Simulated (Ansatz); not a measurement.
Molecular dynamics on a 2×2×2 supercell (16 atoms) of SnSe (rocksalt), relaxed with r2SCAN. Forces come from r2SCAN in the plane-wave code Ansatz: constant energy and volume (NVE), velocities drawn at 200 K, steps of 3 fs. Computed, non-magnetic; the trajectory is short and the cell small, so nothing here is a converged average. The structure comes from a prototype and may be hypothetical.

```yaml
crystal:
  lattice:
    - [0.0, 6.0042263075, 6.0042263075]
    - [6.0042263075, 0.0, 6.0042263075]
    - [6.0042263075, 6.0042263075, 0.0]
  atoms:
    - { symbol: Sn, position: [0.0, 0.0, 0.0] }
    - { symbol: Se, position: [0.25, 0.25, 0.25] }
    - { symbol: Sn, position: [0.0, 0.0, 0.5] }
    - { symbol: Se, position: [0.25, 0.25, 0.75] }
    - { symbol: Sn, position: [0.0, 0.5, 0.0] }
    - { symbol: Se, position: [0.25, 0.75, 0.25] }
    - { symbol: Sn, position: [0.0, 0.5, 0.5] }
    - { symbol: Se, position: [0.25, 0.75, 0.75] }
    - { symbol: Sn, position: [0.5, 0.0, 0.0] }
    - { symbol: Se, position: [0.75, 0.25, 0.25] }
    - { symbol: Sn, position: [0.5, 0.0, 0.5] }
    - { symbol: Se, position: [0.75, 0.25, 0.75] }
    - { symbol: Sn, position: [0.5, 0.5, 0.0] }
    - { symbol: Se, position: [0.75, 0.75, 0.25] }
    - { symbol: Sn, position: [0.5, 0.5, 0.5] }
    - { symbol: Se, position: [0.75, 0.75, 0.75] }
kpoints:
  mp_grid: { grid: [2, 2, 2] }
hamiltonian:
  xc: r2scan
scf:
  occupations: { method: fermi_dirac, width: 0.02 }
md:
  ensemble: nve
  temperature: 200
  timestep: 3.0
  n_steps: 20
  initial_velocities: maxwell_boltzmann
  seed: 2826
```

Run as `ansatz run input.yaml --threads 4 --pin off --max-ram 3686MiB --backend cpu --events-out ev --progress --plain --runs-dir out`. It ended after 7.6 min on 4 threads of Arm Neoverse N1, on a shared host; peak host memory 2.9 GiB.

```
step  t (fs)  T (K)  free energy F from step 0 (meV/atom)  kinetic energy (meV/atom)  largest force (eV/Å)
   0       0    200                                   0.0                       24.2                  0.00
   1       3    199                                   0.1                       24.2                  0.04
   2       6    198                                   0.3                       24.0                  0.08
   3       9    195                                   0.6                       23.6                  0.12
   4      12    191                                   1.0                       23.2                  0.16
   5      15    187                                   1.6                       22.6                  0.19
   6      18    181                                   2.2                       22.0                  0.23
   7      21    175                                   3.0                       21.2                  0.26
   8      24    168                                   3.8                       20.4                  0.29
   9      27    161                                   4.7                       19.5                  0.32
  10      30    153                                   5.7                       18.6                  0.35
  11      33    145                                   6.6                       17.6                  0.38
  12      36    137                                   7.6                       16.6                  0.42
  13      39    129                                   8.6                       15.6                  0.45
  14      42    121                                   9.6                       14.7                  0.49
  15      45    114                                  10.5                       13.8                  0.52
  16      48    106                                  11.4                       12.9                  0.56
  17      51    100                                  12.2                       12.1                  0.59
  18      54     94                                  12.9                       11.3                  0.62
```

The temperature goes from 200 K to 94 K in 54 fs. The atoms start on their lattice sites with kinetic energy alone, so much of it first passes into potential energy. The conserved energy stays within 0.01 meV an atom. By the last step the atoms have moved 0.11 Å in the root mean square, the drift of the whole cell taken out, 0.18 Å at most. The job's limit cut the run after 18 of 20 steps.

Positions (Å) and forces (eV/Å) at step 18:
```
Sn  -0.022  -0.033  -0.120     0.109  -0.001   0.258
Se   3.044   2.945   3.045    -0.156  -0.092  -0.123
Sn   2.973   2.970  -0.005     0.236  -0.044   0.148
Se   6.030   5.949   3.119    -0.361   0.288  -0.157
Sn   3.006   0.066   3.012    -0.059   0.165  -0.123
Se   5.973   3.055   6.011    -0.271  -0.095  -0.009
Sn   6.067   2.945   3.010    -0.237   0.276  -0.100
Se   9.015   5.991   5.977    -0.123   0.249   0.203
Sn   0.002   3.040   3.011     0.204  -0.220   0.081
Se   2.951   6.091   6.061     0.134  -0.245  -0.193
Sn   3.072   6.105   2.949     0.177  -0.482   0.127
Se   5.860   9.107   5.973     0.207  -0.279   0.073
Sn   3.063   2.965   6.056    -0.044   0.061  -0.337
Se   5.901   6.059   9.036     0.213  -0.253   0.080
Sn   6.018   5.955   6.017    -0.078   0.154  -0.258
Se   9.019   8.845   8.941     0.049   0.518   0.328
```
